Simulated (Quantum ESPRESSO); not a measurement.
Band energies of Al₃BC

```
Al3BC
1.0
    3.48118     0.00000     0.00000
   -1.74059     3.01479     0.00000
    0.00000     0.00000    11.46837
B C Al
2 2 6
Direct
  0.00000   0.00000   0.00000
  0.00000   0.00000   0.50000
  0.33333   0.66667   0.25000
  0.66667   0.33333   0.75000
  0.66667   0.33333   0.92424
  0.33333   0.66667   0.07576
  0.33333   0.66667   0.42424
  0.66667   0.33333   0.57576
  0.00000   0.00000   0.75000
  0.00000   0.00000   0.25000
```

PBEsol (pw.x of Quantum ESPRESSO, ONCV potentials, without SOC); path ΓMKΓALHA,LM,KH; energies in eV from the valence-band maximum.

```
k (1/Å)  point  band 12  band 13  band 14  band 15  band 16  band 17  band 18  band 19
-------  -----  -------  -------  -------  -------  -------  -------  -------  -------
0.00         Γ    -0.61    -0.13    -0.13     0.00     0.00     1.62     3.48     3.90
0.42              -2.60    -2.03    -1.10    -0.94    -0.66     2.10     2.85     3.23
0.83              -3.15    -2.15    -2.04    -1.63    -1.38     0.67     1.03     1.70
1.04         M    -3.23    -2.38    -2.16    -1.48    -1.31     0.38     0.73     1.51
1.24              -3.80    -3.06    -2.47    -2.25    -1.07     0.93     1.13     2.46
1.64         K    -4.65    -3.97    -3.97    -3.21    -0.56     1.77     1.77     2.12
1.99              -3.84    -3.60    -3.39    -2.14    -1.28     1.44     2.44     2.56
2.33              -2.41    -2.39    -2.18    -1.57    -0.94     2.71     3.10     3.23
2.68              -0.73    -0.71    -0.48    -0.36    -0.18     1.98     3.68     3.81
2.85         Γ    -0.61    -0.13    -0.13     0.00     0.00     1.62     3.48     3.90
2.85         A    -2.08    -0.07    -0.07    -0.07    -0.07     2.56     2.56     4.06
3.19              -2.07    -1.52    -1.52    -0.69    -0.69     2.70     2.70     3.32
3.54              -3.18    -1.77    -1.77    -1.50    -1.50     1.43     1.43     2.33
3.89         L    -3.43    -2.40    -2.40    -1.80    -1.80     0.87     0.87     2.18
4.29              -4.62    -3.51    -3.51    -1.97    -1.97     1.43     1.43     3.40
4.49         H    -5.33    -3.52    -3.52    -1.93    -1.93     1.11     1.11     3.71
4.62              -5.07    -3.58    -3.58    -1.90    -1.90     1.28     1.28     3.49
4.89              -4.08    -3.39    -3.39    -1.56    -1.56     2.23     2.23     2.94
5.16              -2.78    -2.09    -2.09    -1.38    -1.38     2.88     2.88     3.32
5.43              -1.82    -1.10    -1.10    -0.60    -0.60     2.99     2.99     3.64
5.69         A    -2.08    -0.07    -0.07    -0.07    -0.07     2.56     2.56     4.06
5.69         L    -3.43    -2.40    -2.40    -1.80    -1.80     0.87     0.87     2.18
5.97         M    -3.23    -2.38    -2.16    -1.48    -1.31     0.38     0.73     1.51
5.97         K    -4.65    -3.97    -3.97    -3.21    -0.56     1.77     1.77     2.12
6.24         H    -5.33    -3.52    -3.52    -1.93    -1.93     1.11     1.11     3.71
```

The PBEsol gap is indirect, 0.38 eV, from Γ to M; the smallest direct gap is 1.62 eV.

Geometry of the Materials Project entry, not relaxed at this level.

The structure is a Materials Project entry; no match was found in the copy of COD used, and its stability was not checked.
